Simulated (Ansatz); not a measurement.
ZnS (zinc blende)

```xyz
4
Lattice="0.0000 5.4434 5.4434 2.7217 2.7217 5.4434 2.7217 2.7217 0.0000" Properties=species:S:1:pos:R:3 pbc="T T T"
S      4.0826     9.5260     9.5260
S      4.0826     6.8043     6.8043
Zn     0.0000     0.0000     0.0000
Zn     2.7217     5.4434     8.1652
```

The atoms are displaced by Q × the pattern below (from a DFPT mode at X = (0.5, 0.5, 0.0), largest move 1; Q in Å), at fixed cell. It is one choice among 2 degenerate patterns. (q is in reciprocal vectors of the primitive cell; the cell shown is doubled to hold the pattern.)

```csv
atom,x,y,z
S1,-0.607,0.000,0.000
S2,0.607,0.000,0.000
Zn3,0.000,-1.000,0.000
Zn4,0.000,1.000,0.000
```

Calculation: PBE (plane waves to 420 eV, PAW, scalar-relativistic; Ansatz, an electronic-structure program). k mesh 10×10×10 (Γ-centred), Fermi-Dirac smearing 0.05 eV. Energies are smeared free energies. ZnS was relaxed with its symmetry unable to fall. The zero of ΔE is the undisplaced structure.

| Q (Å) | ΔE (meV/cell) |
|---|---|
| -0.1000 | 22.8 |
| -0.0833 | withheld |
| -0.0667 | 10.2 |
| -0.0500 | 5.7 |
| -0.0333 | 2.5 |
| -0.0167 | 0.6 |
| 0.0000 | 0.0 |
| 0.0167 | 0.6 |
| 0.0333 | 2.5 |
| 0.0500 | 5.7 |
| 0.0667 | 10.2 |
| 0.0833 | withheld |
| 0.1000 | 22.8 |

Problem. Fit an even polynomial form (powers 2, 4) to the given rows and predict ΔE at Q = -0.0833.

Solution. Least squares on the 11 given rows: ΔE = (2289)·Q² + (-880.2)·Q⁴, in meV/cell with Q in Å; root-mean-square residual 0.03 meV/cell. At -0.0833 the fit gives 15.8 meV/cell; the calculation gives 15.9 meV/cell, so the interpolation is off by -0.1 (-0.6 %). The quadratic term alone would give 15.9 meV/cell.

(A displaced cell: forces are minus the slopes of the energy, force constants its curvatures, and phonons follow from these.)
